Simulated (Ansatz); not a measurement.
Yb:
```
CELL_PARAMETERS angstrom
      0.00000     2.53368     2.53368
      2.53368     0.00000     2.53368
      2.53368     2.53368     0.00000
ATOMIC_POSITIONS crystal
  Yb 0.00000 0.00000 0.00000
```

Relaxed with PBEsol. Special points in fractions of this cell's reciprocal vectors: Γ (0.000, 0.000, 0.000); X (0.500, 0.000, 0.500); U (0.625, 0.250, 0.625); K (0.375, 0.375, 0.750); L (0.500, 0.500, 0.500); W (0.500, 0.250, 0.750).

Task: List the band energies nearest the Fermi level at these points for the program Ansatz at the PBEsol level (PAW).

Result: In eV from the Fermi level; about four levels below and three above (degenerate sets whole), none deeper than 8.9 eV; points with the same levels are listed once.

```
k                                below                above
-  -----------------------------------  -------------------
Γ  -0.42 -0.42 -0.42 -0.30 -0.30 -0.30       2.94 2.94 2.94
X              -0.35 -0.34 -0.34 -0.08  2.12 7.09 7.58 7.58
U              -0.40 -0.35 -0.33 -0.17       0.08 1.46 4.84
L  -0.43 -0.43 -0.43 -0.32 -0.32 -0.29       0.63 2.70 2.70
W              -0.39 -0.39 -0.35 -0.03       0.87 0.87 3.15
```

Space group Fm-3m (fcc (Cu type)). Symmetry was held in the PBEsol relaxation. The workflow began spin-polarised and lost its moments. The volume lies over 15 % below that of the usual cell of this phase: another minimum, or an error of the functional. The 4f shell is in the valence. No Hubbard U is applied. Scalar-relativistic: spin–orbit coupling is off unless named, which matters more the heavier the elements.

Potentials: the earlier of the program's two PAW sets. The files were generated under PBE; for other functionals the program regenerates the frozen cores, and for LDA and PBEsol the local potential too.
